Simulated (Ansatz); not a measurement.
One crystal and one scan (scan of one atom of the cell) at two levels, PBE (plane waves to 420 eV, PAW, scalar-relativistic; Ansatz, a quantum-chemistry and plane-wave program) and PBEsol (plane waves to 420 eV, PAW, scalar-relativistic; Ansatz), each from its own relaxed cell and on its own mesh. The cell shown is that of PBE.

Starting cell, Au (fcc, Cu type):

```xyz
4
Lattice="4.1573 0.0000 0.0000 0.0000 4.1573 0.0000 0.0000 0.0000 4.1573" Properties=species:S:1:pos:R:3 pbc="T T T"
Au     0.0000     0.0000     0.0000
Au     2.0786     2.0786     0.0000
Au     2.0786     0.0000     2.0786
Au     0.0000     2.0786     2.0786
```

In each cell atom 3 (Au, nearest neighbour Au at 2.940 Å; its periodic images, 4.2 Å or more away, move with it) moves by s·(1.000, 0.000, 0.000) (along Cartesian x), the rest being held.

Energies are smeared free energies. Au was relaxed with its symmetry unable to fall. Spin-orbit coupling is left out, though Au is heavy. The PAW data are Ansatz's earlier set. With partly filled bands, energies and forces of such displacements shift with the k mesh and the smearing. Both scans cover s from -0.290 to 0.290 Å.

ΔE (meV/cell), each from the undisplaced structure of its own level:

| s (Å) | PBE | PBEsol |
|---|---|---|
| -0.290 | 239 | withheld |
| -0.232 | 150 | 185 |
| -0.174 | 83 | 103 |
| -0.116 | 36 | 45 |
| -0.058 | 9 | 11 |
| 0.000 | 0 | 0 |
| 0.058 | 9 | 11 |
| 0.116 | 36 | 45 |
| 0.174 | 83 | 103 |
| 0.232 | 150 | 185 |
| 0.290 | 239 | withheld |

Question: Estimate the PBEsol value at 0.290 from the PBE value there and the ratio of the two levels in the two nearest given rows on that side of the minimum.

Answer: At 0.232 and 0.174 the ratio PBEsol/PBE averages 1.237, which gives 1.237 × 239 = 296 meV/cell. The calculation gives 296 meV/cell, +23.8 % against PBE.

(For displaced atoms, the force is minus the slope of the energy, and its curvature is a force constant, which sets phonon frequencies.)
